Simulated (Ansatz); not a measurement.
# Property card for ZnCd5S6

Theory: DFT PBE, scalar-relativistic, plane waves, PAW (Ansatz).

Cutoff 420 eV; k points 12×12×2 on the computed 12-atom cell (Γ-centred); Gaussian smearing, width 0.02 eV; no spin polarisation.

The structure is relaxed at this level of theory with its symmetry kept, and needn't be the ground state of this composition.

```cif
data_structure
_symmetry_space_group_name_H-M 'P3m1'
_symmetry_Int_Tables_number 156
_cell_length_a 4.1292
_cell_length_b 4.1292
_cell_length_c 20.3362
_cell_angle_alpha 90.000
_cell_angle_beta 90.000
_cell_angle_gamma 120.000
_cell_volume 300.28
loop_
_atom_site_label
_atom_site_type_symbol
_atom_site_symmetry_multiplicity
_atom_site_Wyckoff_symbol
_atom_site_fract_x
_atom_site_fract_y
_atom_site_fract_z
_atom_site_occupancy
Zn1 Zn 1 b 0.33333 0.66667 0.66654 1
Cd1 Cd 1 a 0.00000 0.00000 0.99584 1
Cd2 Cd 1 c 0.66667 0.33333 0.82534 1
Cd3 Cd 1 a 0.00000 0.00000 0.50687 1
Cd4 Cd 1 c 0.66667 0.33333 0.33650 1
Cd5 Cd 1 b 0.33333 0.66667 0.16617 1
S1 S 1 a 0.00000 0.00000 0.87016 1
S2 S 1 c 0.66667 0.33333 0.69917 1
S3 S 1 b 0.33333 0.66667 0.55094 1
S4 S 1 a 0.00000 0.00000 0.38116 1
S5 S 1 c 0.66667 0.33333 0.21082 1
S6 S 1 b 0.33333 0.66667 0.04048 1
```

| Quantity | Value |
| --- | --- |
| Space group | P3m1 (No. 156) |
| Volume per atom | 25.02 Å³ |
| Formation energy from the elements' standard states (uncorrected) | -0.669 eV/atom |
| Kohn–Sham band gap | 1.09 eV, direct at Γ |
| Orbital (Löwdin) character of the top 1 eV of the valence band | S 3p 90 % |
| Orbital (Löwdin) character of the lowest 1 eV of the conduction band | Cd 5s 46 %, S 3s 20 %, S 3p 20 %, Zn 4s 11 % |
| Electron masses at the edge by direction of the standard setting (m_e; one valley, along these axes only; no spin-orbit coupling) | x: 0.13; y: 0.13; z: 0.13 |
| Hole masses at the edge by direction of the standard setting (m_e; one valley, along these axes only; no spin-orbit coupling) | x: 1.2, 0.12; y: 1.2, 0.12; z: 2.0, 2.0 |

The cell was found from a structure generator's guess, not taken from experiment. Kohn–Sham gaps at this level usually fall short of measured ones. Löwdin shares on free-atom orbitals overweight diffuse shells in the empty bands.
